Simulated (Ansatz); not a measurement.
Quadrupolar parameters in CsPbBr₃

The cell is a Materials Project structure (computed, not necessarily an observed phase), taken as it stands.

```
CELL_PARAMETERS angstrom
5.94863 0.00000 0.00000
0.00000 5.94863 0.00000
0.00000 0.00000 5.94863
ATOMIC_POSITIONS crystal
Cs 0.00000 0.00000 0.00000
Pb 0.50000 0.50000 0.50000
Br 0.50000 0.50000 0.00000
Br 0.50000 0.00000 0.50000
Br 0.00000 0.50000 0.50000
```

Atom numbers follow the list; atoms alike are taken as one site, whose name carries the number of the first.

All values are calculated (Ansatz; DFT, PBE, plane waves and PAW, scalar-relativistic, 420 eV cutoff, Γ-centred 5×5×5 k-points, Fermi–Dirac smearing 0.02 eV), not measured.

V_zz is the principal component of the electric field gradient with the largest magnitude, η = (V_xx − V_yy)/V_zz and C_Q = eQV_zz/h. Directions are in the Cartesian axes of the cell vectors above, for the atom listed; none is given where the gradient is under 0.02 or η is above 0.95.

```json
{"site": "Cs", "first atom": "1", "first shell": "12 Br at 4.21 Å", "V_zz (10²¹ V/m²)": "0.00", "η": "–", "direction of V_zz (x, y, z)": "–"}
{"site": "Pb", "first atom": "2", "first shell": "6 Br at 2.97 Å", "V_zz (10²¹ V/m²)": "0.00", "η": "–", "direction of V_zz (x, y, z)": "–"}
{"site": "Br", "first atom": "3", "first shell": "2 Pb at 2.97 Å, angle 180°", "V_zz (10²¹ V/m²)": "21.5", "η": "0.00", "direction of V_zz (x, y, z)": "0.00 0.00 1.00"}
```

An axis of threefold or higher order runs through Br, so V_zz lies along it and η is zero. Cs and Pb sit on a cubic site, where every gradient vanishes.

This high-symmetry form of CsPbBr3 is unstable when cold, to tilts of the octahedra. The symmetry of the cell holds that distortion back, wholly or in part, and it would change the field gradients, the more the larger the distortion. Without spin–orbit coupling the gradients at and beside Pb can be off by some per cent, at some sites by more.
